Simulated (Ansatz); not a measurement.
# Sn: electron density at the nuclei under pressure

```xyz
2
Lattice="-2.9158 2.9158 1.5906 2.9158 -2.9158 1.5906 2.9158 2.9158 -1.5906" Properties=species:S:1:pos:R:3 pbc="T T T"
Sn    0.0000    0.0000    0.0000
Sn    0.0000    2.9158    0.7953
```

Atom numbers follow the list: Sn1, Sn2.

The conventional cell has a = 5.832 Å, b = 5.832 Å, c = 3.181 Å, α = 90.00°, β = 90.00°, γ = 90.00°. Sn (atom 1) has 6 Sn at 3.02 to 3.18 Å as nearest neighbours.

The cell is COD entry 1534488, as deposited and not checked against the literature; nothing was relaxed.

No spin–orbit coupling, which matters for the heavy atoms here.

Method: Ansatz 0.2.0, DFT, LDA, all-electron PAW with datasets made for the crystal, scalar-relativistic.

Settings: a Γ-centred 15×15×15 k mesh, Fermi–Dirac smearing of 0.05 eV, cutoff 240 eV (chosen by the program for this cell), no spin polarisation.

The contact density is the mean electron density over the nuclear volume; its changes set Mössbauer isomer shifts. Changes below are taken from the unscaled cell, where it is 1.23137e+06 e/Å³ at Sn1.

Volumes at which the program chose other datasets or cutoffs are left out.

```json
{"V/V(cell)": "0.9800", "P (GPa)": "-0.7", "Δρ(0) Sn1 (e/Å³)": "?"}
{"V/V(cell)": "0.9900", "P (GPa)": "-1.3", "Δρ(0) Sn1 (e/Å³)": "-0.77"}
{"V/V(cell)": "1.0000", "P (GPa)": "-1.8", "Δρ(0) Sn1 (e/Å³)": "0.00"}
{"V/V(cell)": "1.0100", "P (GPa)": "-2.3", "Δρ(0) Sn1 (e/Å³)": "0.77"}
{"V/V(cell)": "1.0200", "P (GPa)": "-2.7", "Δρ(0) Sn1 (e/Å³)": "?"}
{"V/V(cell)": "1.0400", "P (GPa)": "-3.6", "Δρ(0) Sn1 (e/Å³)": "?"}
{"V/V(cell)": "1.0600", "P (GPa)": "-4.3", "Δρ(0) Sn1 (e/Å³)": "4.54"}
```

Task: What belongs in the row "1.0200", column "Δρ(0) Sn1 (e/Å³)"?

Result: 1.54.

Task: Fill in "Δρ(0) Sn1 (e/Å³)" for the row "0.9800".

Result: -1.55.

Task: Give the missing entry: row "1.0400", column "Δρ(0) Sn1 (e/Å³)".

Result: 3.05.

The datasets are made afresh for each cell, so very small changes are uncertain.
